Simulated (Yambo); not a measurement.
Absorption of PdZnF₆ (space group R-3, No. 148) with and without the electron-hole interaction (Yambo, PBEsol bands; 6×6×6 mesh, 18 valence and 2 conduction bands, static screening with 74 bands and a 3 Ry block, scissor 2.37 eV, Tamm-Dancoff; field along x). Axes are Cartesian, with cell vectors (Å) (2.47, 1.43, 4.56), (-2.47, 1.43, 4.56), (0.00, -2.85, 4.56).

```tsv
E (eV)	Im ε, BSE	Im ε, independent quasiparticles
0.80	0.03	0.02
0.90	0.03	0.03
1.01	0.03	0.03
1.11	0.04	0.03
1.21	0.04	0.03
1.31	0.04	0.03
1.41	0.04	0.03
1.51	0.05	0.03
1.61	0.05	0.04
1.71	0.05	0.04
1.81	0.06	0.04
1.91	0.06	0.04
2.01	0.07	0.04
2.11	0.07	0.05
2.21	0.08	0.05
2.31	0.09	0.05
2.41	0.10	0.06
2.51	0.11	0.06
2.61	0.12	0.06
2.71	0.14	0.07
2.82	0.17	0.08
2.92	0.20	0.08
3.02	0.24	0.09
3.12	0.31	0.10
3.22	0.41	0.11
3.32	0.57	0.12
3.42	0.86	0.14
3.52	1.45	0.16
3.62	2.48	0.18
3.72	3.64	0.21
3.82	3.80	0.26
3.92	3.02	0.33
4.02	2.12	0.44
4.12	1.56	0.61
4.22	1.24	0.89
4.32	1.08	1.40
4.42	1.03	2.13
4.52	1.11	2.76
4.63	1.18	2.86
4.73	1.20	2.65
4.83	1.35	2.35
4.93	1.61	2.07
5.03	2.04	1.91
5.13	2.69	2.12
5.23	3.34	2.64
5.33	3.31	3.26
5.43	2.85	3.42
5.53	2.57	3.33
5.63	2.55	3.17
5.73	2.66	3.07
5.83	2.82	3.24
5.93	3.00	3.45
6.03	3.10	3.57
6.13	3.31	3.71
6.23	3.55	4.02
6.33	3.64	4.26
6.44	3.45	4.45
6.54	2.86	4.63
6.64	2.31	4.82
6.74	1.88	5.18
6.84	1.49	5.40
6.94	1.24	5.36
7.04	1.15	5.08
7.14	1.23	4.34
7.24	1.45	3.38
7.34	1.74	2.59
7.44	1.93	2.20
7.54	1.91	1.83
7.64	1.91	1.50
7.74	1.84	1.49
```

The scissor comes from a G0W0 run whose convergence isn't established. Broadening 0.15 eV. The band window holds all transitions up to 8.1 eV. Fine structure above the onset can come from the mesh.

Spin-orbit splittings are left out.

Geometry of the Materials Project entry, not relaxed at this level; primitive cell a = 5.3739 Å, b = 5.3739 Å, c = 5.3739 Å, α = 54.69°, β = 54.69°, γ = 54.69°.

With a shallow 3d shell G0W0 needs far more bands and larger blocks than here, so the scissor is uncertain by tenths of an eV or more.
